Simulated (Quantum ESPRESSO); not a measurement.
# Band energies of CsPbCl₃

```
CsPbCl3
1.0
    4.00316     2.31122     3.29556
   -4.00316     2.31122     3.29556
    0.00000    -4.62245     3.29556
Cl Cs Pb
3 1 1
Direct
  0.50000   0.01860   0.98140
  0.98140   0.50000   0.01860
  0.01860   0.98140   0.50000
  0.50000   0.50000   0.50000
  0.00000   0.00000   0.00000
```

PBEsol (Quantum ESPRESSO, PseudoDojo norm-conserving, 58 Ry, with spin-orbit coupling); path ΓLB1,BZΓX,QFP1Z,LP; energies in eV from the valence-band maximum.

```
k (1/Å)  point  band 44  band 45  band 46  band 47  band 48  band 49  band 50  band 51
-------  -----  -------  -------  -------  -------  -------  -------  -------  -------
0.00         Γ    -2.17     3.45     3.45     4.43     4.43     4.51     4.51     4.70
0.28              -2.11     3.65     3.77     4.09     4.15     4.86     4.89     4.90
0.55         L    -1.51     2.63     2.63     4.68     4.68     5.12     5.12     5.38
0.75              -1.42     2.41     2.51     4.48     4.56     5.07     5.08     5.13
1.14              -0.56     1.28     1.45     2.71     2.87     3.04     3.05     5.37
1.33        B1     0.00     0.83     0.84     2.46     2.46     2.46     2.47     5.26
1.33         B     0.00     0.83     0.84     2.46     2.46     2.46     2.47     5.26
1.34         Z     0.00     0.83     0.83     2.46     2.46     2.46     2.46     5.26
1.53              -0.57     1.22     1.54     2.65     2.87     2.97     3.02     5.36
1.91              -1.99     3.17     3.59     4.25     4.30     4.51     4.78     5.00
2.29         Γ    -2.17     3.45     3.45     4.43     4.43     4.51     4.51     4.70
2.68              -2.01     3.26     3.38     4.29     4.31     4.79     4.82     5.16
3.07         X    -0.75     1.71     1.71     3.06     3.06     4.95     4.95     5.54
3.07         Q    -0.75     1.71     1.71     3.06     3.06     4.95     4.95     5.54
3.08         F    -0.75     1.71     1.71     3.06     3.06     4.95     4.95     5.54
3.62        P1     0.00     0.83     0.84     2.46     2.46     2.46     2.47     5.26
3.62         Z     0.00     0.83     0.83     2.46     2.46     2.46     2.46     5.26
4.40         L    -1.51     2.63     2.63     4.68     4.68     5.12     5.12     5.38
5.18         P     0.00     0.83     0.84     2.46     2.46     2.46     2.47     5.26
```

The PBEsol gap is direct, 0.83 eV at P1.

Geometry of the Materials Project entry, not relaxed at this level.

The structure is a Materials Project entry; no match was found in the copy of COD used, and its stability was not checked.
